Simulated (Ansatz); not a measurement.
CsSnBr3:
```yaml
crystal:
  lattice:
    - [5.88692, 0.00000, 0.00000]
    - [0.00000, 5.88692, 0.00000]
    - [0.00000, 0.00000, 5.88692]
  atoms:
    - { symbol: Cs, position: [0.00000, 0.00000, 0.00000] }
    - { symbol: Sn, position: [0.50000, 0.50000, 0.50000] }
    - { symbol: Br, position: [0.50000, 0.00000, 0.50000] }
    - { symbol: Br, position: [0.00000, 0.50000, 0.50000] }
    - { symbol: Br, position: [0.50000, 0.50000, 0.00000] }
```

Plane-wave PAW PBE (Ansatz code) gives a gap of 0.63 eV without spin–orbit coupling, maximum at R, minimum at R.

Question: What happens when spin–orbit coupling is switched on?

Answer: The gap drops by 0.37 eV, to 0.26 eV; maximum at R, minimum at R.

Question: Give the electron effective mass with spin–orbit coupling.

Answer: 0.067 mₑ (isotropic).

Question: Give the hole effective mass with spin–orbit coupling.

Answer: 0.049 mₑ (isotropic).

Question: Give the Z2 indices of the occupied bands with spin–orbit coupling.

Answer: 0;(000).

Space group Pm-3m (cubic perovskite). Symmetry was held in the PBE relaxation; of distortions, only those at the zone centre were tested.

Potentials: the later of the program's two PAW sets.
